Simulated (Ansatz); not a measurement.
Input file for Ansatz (a quantum-chemistry and plane-wave program):

Ansatz 0.2 input:
```yaml
crystal:
  lattice:
    - [5.8407380858, 0.0, 0.0]
    - [0.0, 3.7196433231, 0.0]
    - [0.0, 0.0, 9.0432949539]
  atoms:
    - { symbol: Ti, position: [0.5078049389, 0.25, 0.8644101018] }
    - { symbol: Ti, position: [0.4921950611, 0.75, 0.1355898982] }
    - { symbol: Ti, position: [0.9921950611, 0.75, 0.3644101018] }
    - { symbol: Ti, position: [0.0078049389, 0.25, 0.6355898982] }
    - { symbol: O, position: [0.4639375927, 0.75, 0.9169875075] }
    - { symbol: O, position: [0.5360624073, 0.25, 0.0830124925] }
    - { symbol: O, position: [0.0360624073, 0.25, 0.4169875075] }
    - { symbol: O, position: [0.9639375927, 0.75, 0.5830124925] }
    - { symbol: O, position: [0.7773466912, 0.25, 0.7753423434] }
    - { symbol: O, position: [0.2226533088, 0.75, 0.2246576566] }
    - { symbol: O, position: [0.7226533088, 0.75, 0.2753423434] }
    - { symbol: O, position: [0.2773466912, 0.25, 0.7246576566] }
kpoints:
  mp_grid: { grid: [5, 8, 3] }
hamiltonian:
  xc: r2scan
  pseudopotentials: { kind: paw }
scf:
  occupations: { method: fixed }
checkpoint: { read: static.run }
output: { bader: true, populations: true }
```

Output (shortened):

```
Pseudopotential: Ti, paw, valence charge 12
Pseudopotential: O, paw, valence charge 6
Functional definition: r2SCAN
Crystal: 12 atoms, lattice volume = 196.470 Å³
Basis set: ecut = 500 eV, 5017 PW (Γ), exchange–correlation on 180×120×288 points (64 copies of the dense FFT grid, shifted against one another)
Bands: 60, of which v1, the nominal top of the filled ones, is band 48 counted from 1 (47 counted from 0)
Symmetry: 8 space group operations
Space group: Pnma (ITA 62), of the structure as read, at distance tolerance 5.8e-5 Å
k-points: 30 of 120
Stability of the state it starts from, as read at its close in the unpolarized treatment …
iter 1 solved again at ethr=1.32e-8 eV; its pass at ethr=3.10e-3 eV (dr2=1.26e-5 eV) is discarded
SCF iter   1: F=—  HF=-14584.519967 eV  |F-HF|=—  |Δ(HF+E_count)|=         —  Δρ=2.72e-7  dr2=1.23e-10  dr2_τ=2.07e-11  ethr=1.32e-8  ⟨swp⟩=4.0  Hψ=11107  notcnv=0  defer=300
preconditioner: auto → Resta (q_TF=auto, 2.421 Å⁻¹)
SCF iter   2: F=-14584.519967 eV  HF=-14584.519967 eV  |F-HF|=1.84e-10  |Δ(HF+E_count)|=   1.21e-8  Δρ=3.96e-7  dr2=2.96e-10  dr2_τ=4.38e-11  ethr=1.00e-12  ⟨swp⟩=12.0  Hψ=7837  notcnv=0
SCF 1 converged in 2 iterations: F = -14584.519967 eV  dr2 = 2.96e-10
SCF converged after 2 iterations
Free energy (F): -14584.519967 eV
Harris-Foulkes:  -14584.519967 eV  (|F-HF|=1.84e-10)
Internal energy: -14584.519967 eV  (E = F + TS)
E sigma→0 (E₀):  -14584.519967 eV
Fermi energy:    2.340079 eV
--- Per-component energies (eV) ---
  E_band       = -1405.669300
  E_kinetic    = 2501.895306
  E_local      = -10677.145339  (includes V_loc(G=0)·N_el)
  E_nonlocal   = 387.384483
  E_hartree    = 4336.885327
  E_xc         = -961.893337
  E_vxc        = -1384.155112  (∫ρ·V_xc dr)
  E_paw        = -5497.861920  (= ΣΔE_a)
  E_vpaw       = -1001.025714  (= ΣTr[D̂ρ^β])
  E_aug_tail   = 0.008565  (compensation charges beyond the density's cutoff)
  E_vtau       = 93.598016  (kinetic-family band-sum trace: ∫τ·v_τ [+ j·A + Jᵃ·Aᵃ] dr)
  E_ewald      = -4672.523697
  E_core_change = -1.269356  (= ΣΔE_core)
  E_smearing   =  0.000000  (= −TS)
  E_closure    = 0.000000  (closes the sum)
  Σ components = -14584.519967   (vs F -14584.519967, Δ=0.00e0)
  [band-id]    e_kinetic+e_local+e_nonlocal+2·e_hartree+e_vxc+e_vpaw+e_augmentation_tail+e_vtau = -1405.669140   (vs E_band -1405.669300, Δ=1.60e-4)
--- Band table (eV; the first three rows and the last of 30) ---
  k-point 0: bands = ["-55.5594", "-55.5543", "-55.5318", "-55.5268", "-30.9623", "-30.9588", "-30.9531", "-30.8717", "-30.8381", "-30.7940", "-30.7460", "-30.7381", "-30.7342", "-30.6783", "-30.6628", "-30.6548", "-15.6143", "-15.4223", "-14.7142", …
  k-point 1: bands = ["-55.5583", "-55.5558", "-55.5304", "-55.5279", "-30.9638", "-30.9574", "-30.9398", "-30.9028", "-30.8180", "-30.8003", "-30.7442", "-30.7403", "-30.7180", "-30.6904", "-30.6607", "-30.6567", "-15.5728", "-15.4781", "-14.6991", …
  k-point 2: bands = ["-55.5579", "-55.5529", "-55.5324", "-55.5274", "-30.9608", "-30.9583", "-30.9529", "-30.8745", "-30.8386", "-30.7951", "-30.7863", "-30.7677", "-30.7112", "-30.6727", "-30.6679", "-30.6624", "-15.5201", "-15.3251", "-14.6519", …
  k-point 29: bands = ["-55.5409", "-55.5409", "-55.5394", "-55.5394", "-30.9469", "-30.9469", "-30.9432", "-30.9432", "-30.8749", "-30.8749", "-30.8487", "-30.8487", "-30.6893", "-30.6893", "-30.6823", "-30.6823", "-14.6594", "-14.6594", "-14.5912", …
--- Löwdin populations: 12 sites ---
  site symbol       q [e]
     0     Ti     10.5594
     1     Ti     10.5594
     2     Ti     10.5594
     3     Ti     10.5594
     4      O      6.7246
     5      O      6.7246
     6      O      6.7246
     7      O      6.7246
     8      O      6.6300
     9      O      6.6300
    10      O      6.6300
    11      O      6.6300
  spilling = 0.003585 (of n_electrons = 96.000000)
--- Bader charges: 12 sites ---
  site symbol  charge [e]  shift [e]
     0     Ti      2.3290     0.0064
     1     Ti      2.3290     0.0064
     2     Ti      2.3290     0.0064
     3     Ti      2.3290     0.0064
     4      O     -1.2169     0.0019
     5      O     -1.2169     0.0019
     6      O     -1.2169     0.0019
     7      O     -1.2169     0.0019
     8      O     -1.1121     0.0045
     9      O     -1.1121     0.0045
    10      O     -1.1121     0.0045
    11      O     -1.1121     0.0045
  shift: an alarm, by how much a part of what the PAW files miss would move the charge. Where it is large, compare
  with a run on PAW files of another source; a small one proves nothing
  estimated error of the sums over rays = 4.2e-4 e
```

Cost: about 3 core-minutes (a rough figure) on shared cores.

The workflow started from a Materials Project entry (that database holds measured and hypothetical structures alike); the Crystallography Open Database files this formula in space group No. 62, but the cells were not matched. It is not the phase usual at ambient conditions (space group No. 61, 136, 141). Symmetry was held in the r²SCAN relaxation; its stability against distortions is not shown here. No spin polarisation was allowed.

Potentials: the later of the program's two PAW sets.

Ansatz is a plane-wave DFT program.
